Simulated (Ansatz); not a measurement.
SnS (GeS type, space group Pnma)

```
CELL_PARAMETERS angstrom
     10.91250     0.00000     0.00000
      0.00000     3.95362     0.00000
      0.00000     0.00000     4.11052
ATOMIC_POSITIONS crystal
  Sn 0.61726 0.75000 0.59245
  Sn 0.88274 0.25000 0.09245
  Sn 0.38274 0.25000 0.40755
  Sn 0.11726 0.75000 0.90755
  S  0.35513 0.75000 0.97622
  S  0.14487 0.25000 0.47622
  S  0.64487 0.25000 0.02378
  S  0.85513 0.75000 0.52378
```

E(V) scan at fixed shape, V₀ the volume above. The atoms relax within the cell's symmetry.

Calculation: PBEsol-D3(BJ) (plane waves to 420 eV, PAW, scalar-relativistic; Ansatz, an electronic-structure program). k mesh 3×8×8 (Γ-centred), Fermi-Dirac smearing 0.05 eV. Compression counts positive. SnS was relaxed with its symmetry unable to fall. The PAW data are Ansatz's earlier set.

At one point of the scan the stress tensor (GPa) is:

```
  -2.89     0.00     0.00
   0.00    -3.67     0.00
   0.00     0.00    -2.73
```

Problem. Which point is it?
(A) V/V₀ = 1.080
(B) V/V₀ = 1.040
(C) V/V₀ = 1.060
(D) V/V₀ = 1.100

Solution. A, V/V₀ = 1.080

(A scan under strain: stresses follow from slopes of the energy per volume, elastic moduli from its curvatures.)
